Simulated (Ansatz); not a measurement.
The start is a generated trial cell of As2Se3 in the stibnite structure type. The structure is fully relaxed (lattice and positions, P = 0) with PBEsol (plane waves to 420 eV, PAW, scalar-relativistic; Ansatz, a first-principles code). The first steps use a coarse 2×5×2 k-mesh.

Input geometry:
```
As2Se3
1.0
   11.12255     0.00000     0.00000
    0.00000     3.77548     0.00000
    0.00000     0.00000    11.06636
As Se
8 12
Cartesian
 10.79588   0.94387   1.92532
  5.23461   0.94387   3.60785
  0.32667   2.83161   9.14103
  5.88795   2.83161   7.45850
  7.22287   0.94387  10.66764
  1.66160   0.94387   5.93190
  3.89968   2.83161   0.39872
  9.46095   2.83161   5.13446
  3.25001   0.94387   2.12264
  8.81129   0.94387   3.41054
  7.87254   2.83161   8.94372
  2.31127   2.83161   7.65582
  5.00960   0.94387   9.70520
 10.57087   0.94387   6.89434
  6.11295   2.83161   1.36116
  0.55168   2.83161   4.17202
  6.94715   0.94387   6.20933
  1.38587   0.94387  10.39020
  4.17541   2.83161   4.85702
  9.73668   2.83161   0.67615
```

Q: How does the volume change?

A: +1.8 %, from 23.24 to 23.64 Å³/atom.

Q: Is the relaxed structure metallic? Give its gap.

A: 0.55 eV, indirect (valence top at k = (0, 0, 0.3333), conduction bottom at U) (no spin-orbit coupling).

The space group stays Pnma (No. 62) (the run could not lower it); the end is AFLOW prototype A3B2_oP20_62_3c_2c (D5_8, as in Sb2S3), with 20 atoms in the primitive cell. Final values are on a 3×7×3 k-mesh of the relaxed cell. No spin polarisation in the result.

The run could not lose the symmetry of its start: the end is stationary, and may be a saddle point rather than a minimum.

The relaxed structure here is a generated cell of As2Se3: the first start was made by placing the elements on the sites of a structure type, and the end was not matched to a known phase here, so it may be hypothetical.
